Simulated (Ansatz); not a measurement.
MgO in space group P3m1 (No. 156; Pearson symbol hP12), plane-wave PAW LDA (Ansatz code). The conduction-band minimum lies at Γ, with 1 equivalent valley. Second derivatives d²E/dk² of the lowest band at one valley (eV·Å²), along Cartesian directions:

```json
[
 {"direction": "[100]", "d²E/dk²": "22.03"},
 {"direction": "[010]", "d²E/dk²": "22.03"},
 {"direction": "[001]", "d²E/dk²": "22.17"},
 {"direction": "[110]", "d²E/dk²": "22.03"},
 {"direction": "[101]", "d²E/dk²": "22.10"},
 {"direction": "[011]", "d²E/dk²": "22.10"}
]
```

Problem. Find the principal effective masses, the density-of-states mass and the conductivity mass.

Solution. Off-diagonal terms follow from H_xy = H[110] − (H_xx + H_yy)/2, and m*/mₑ = 7.620 eV·Å² over each eigenvalue: 0.34, 0.35, 0.35. One valley's DOS mass (m₁m₂m₃)^(1/3) = 0.35, conductivity mass 3/(Σ 1/mᵢ) = 0.35 mₑ.

Problem. What effective density of states Nc follows at 300 K for parabolic valleys?

Solution. Nc = 2.509e19 × 1 × (0.35)^(3/2) ≈ 5.2e18 cm⁻³.

Problem. With the computed static dielectric constant 5.81 (mean of the diagonal), estimate a hydrogenic donor's binding energy and radius.

Solution. E = 13.606 eV × 0.35/5.81² ≈ 140 meV; a = 0.529 Å × ε/m* ≈ 8.8 Å. Semilocal masses tend to be too small where the gap is.

The workflow started from a Materials Project entry (that database holds measured and hypothetical structures alike); the Crystallography Open Database copy checked does not list it. It is not the phase usual at ambient conditions (space group No. 225). The LDA relaxation kept the symmetry of its start; phonons on a q-mesh show no instability.

Potentials: the later of the program's two PAW sets.
